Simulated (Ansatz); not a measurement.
A plane-wave DFT run in Ansatz 0.2.0 (scalar-relativistic PAW potentials unless the input names others): input and command.

```yaml
crystal:
  lattice:
    - [5.44370238, 0.0, 0.0]
    - [0.0, 5.44370238, 0.0]
    - [0.0, 0.0, 3.2318357997]
  atoms:
    - { symbol: Si, position: [0.8202689938, 0.4209199828, 0.75] }
    - { symbol: Si, position: [0.1797310062, 0.5790800172, 0.25] }
    - { symbol: Si, position: [0.3202689938, 0.0790800172, 0.75] }
    - { symbol: Si, position: [0.6797310062, 0.9209199828, 0.25] }
    - { symbol: Ni, position: [0.5058489668, 0.3145456483, 0.25] }
    - { symbol: Ni, position: [0.4941510332, 0.6854543517, 0.75] }
    - { symbol: Ni, position: [0.0058489668, 0.1854543517, 0.25] }
    - { symbol: Ni, position: [0.9941510332, 0.8145456483, 0.75] }
basis:
  ecutwfc: 500
kpoints:
  mp_grid: { grid: [7, 7, 11] }
hamiltonian:
  xc: r2scan
scf:
  occupations: { method: gaussian, width: 0.1 }
  initial_density: { chi_scale: 0.3 }
output:
  forces: true
  eigenvalues: true
  stress: true
```

```bash
ansatz run input.yaml --threads 8 --pin off --max-ram 20480MiB --backend cpu --events-out ev --progress --plain --runs-dir out
```

Abridged log:
```
Basis set: ecut = 500 eV, 2427 PW (Γ), exchange–correlation on 160×160×96 points (64 copies of the dense FFT grid, shifted against one another)
Bands: 53, of which v1, the nominal top of the filled ones, is band 44 counted from 1 (43 counted from 0)
Symmetry: 8 space group operations
k-points: 96 of 539
SCF iter   1: F=—  HF=-25942.364860 eV  |F-HF|=—  |Δ(HF+E_count)|=         —  Δρ=1.23e-1  dr2=1.37e1  dr2_τ=3.06e-1  ethr=3.10e-3  ⟨swp⟩=7.0  Hψ=19742  notcnv=0  defer=26
SCF iter   2: F=—  HF=-25942.119095 eV  |F-HF|=—  |Δ(HF+E_count)|=   2.46e-1  Δρ=1.08e-1  dr2=5.37e0  dr2_τ=5.78e-2  ethr=3.10e-3  ⟨swp⟩=3.0  Hψ=10943  notcnv=0  defer=255
SCF iter   3: F=—  HF=-25941.199556 eV  |F-HF|=—  |Δ(HF+E_count)|=   9.20e-1  Δρ=3.85e-2  dr2=1.83e0  dr2_τ=6.49e-3  ethr=3.10e-3  ⟨swp⟩=3.9  Hψ=11055  notcnv=0  defer=260
SCF iter   4: F=—  HF=-25940.992611 eV  |F-HF|=—  |Δ(HF+E_count)|=   2.07e-1  Δρ=1.67e-2  dr2=1.56e-1  dr2_τ=9.59e-4  ethr=2.08e-3  ⟨swp⟩=2.1  Hψ=6640  notcnv=0  defer=256
SCF iter   5: F=—  HF=-25941.028324 eV  |F-HF|=—  |Δ(HF+E_count)|=   3.57e-2  Δρ=1.20e-2  dr2=1.13e-1  dr2_τ=5.38e-4  ethr=1.77e-4  ⟨swp⟩=2.0  Hψ=8374  notcnv=0  defer=256
SCF iter   6: F=—  HF=-25941.021288 eV  |F-HF|=—  |Δ(HF+E_count)|=   7.04e-3  Δρ=7.05e-3  dr2=3.48e-2  dr2_τ=1.65e-4  ethr=1.28e-4  ⟨swp⟩=1.0  Hψ=4832  notcnv=0  defer=256
SCF iter   7: F=—  HF=-25941.019406 eV  |F-HF|=—  |Δ(HF+E_count)|=   1.88e-3  Δρ=6.85e-4  dr2=3.86e-4  dr2_τ=5.54e-6  ethr=3.96e-5  ⟨swp⟩=1.8  Hψ=5629  notcnv=0  defer=256
SCF iter   8: F=—  HF=-25941.019565 eV  |F-HF|=—  |Δ(HF+E_count)|=   1.59e-4  Δρ=9.19e-5  dr2=8.17e-6  dr2_τ=2.74e-7  ethr=4.38e-7  ⟨swp⟩=2.1  Hψ=8742  notcnv=0  defer=256
SCF iter   9: F=—  HF=-25941.019562 eV  |F-HF|=—  |Δ(HF+E_count)|=   3.09e-6  Δρ=4.50e-5  dr2=1.76e-6  dr2_τ=1.30e-8  ethr=9.29e-9  ⟨swp⟩=2.0  Hψ=8291  notcnv=0  defer=256
SCF iter  10: F=-25941.019562 eV  HF=-25941.019562 eV  |F-HF|=7.64e-9  |Δ(HF+E_count)|=   8.27e-8  Δρ=7.66e-6  dr2=3.75e-8  dr2_τ=8.06e-10  ethr=1.14e-10  ⟨swp⟩=10.9  Hψ=27375  notcnv=0
SCF 1 converged in 10 iterations: F = -25941.019562 eV  dr2 = 3.75e-8
SCF converged after 10 iterations
Free energy (F): -25941.019562 eV
Harris-Foulkes:  -25941.019562 eV  (|F-HF|=7.64e-9)
Internal energy: -25941.007842 eV  (E = F + TS)
E sigma→0 (E₀):  -25941.013702 eV
Entropy (-TS):   -0.011721 eV (-1.465 meV/atom)
Fermi energy:    14.863805 eV
--- Forces (eV/Å), atoms counted from 1 ---
  atom   1  Si    -0.00263185     0.00227686     0.00000000
  atom   2  Si     0.00263185    -0.00227686     0.00000000
  atom   3  Si    -0.00263185    -0.00227686     0.00000000
  atom   4  Si     0.00263185     0.00227686     0.00000000
  atom   5  Ni    -0.00140149    -0.00505145     0.00000000
  atom   6  Ni     0.00140149     0.00505145     0.00000000
  atom   7  Ni    -0.00140149     0.00505145     0.00000000
  atom   8  Ni     0.00140149    -0.00505145     0.00000000
--- Stress (GPa, compression-positive) ---
       -8.441449       0.000000       0.000000
        0.000000       4.678051       0.000000
        0.000000       0.000000      -0.042008
  P = ⅓ Tr σ = -1.2685 GPa (-12.685 kbar)
```

Apart from outputs and empty bands, the input differs from a reference run on usual settings in scf.initial_density.chi_scale: not typed → 0.3. The reference, at the same geometry (not necessarily relaxed), gave pressure -1.27 GPa, largest force 0.005 eV/Å, no gap on the mesh. This run converged in 10 SCF iterations (reference: 10) with an energy at zero smearing within 0.01 meV/atom of the reference's, pressure -1.27 GPa, largest force 0.005 eV/Å, no gap on the mesh.

It took 20 s on 8 threads of Arm Neoverse N1 (shared host), peak memory 1 GiB.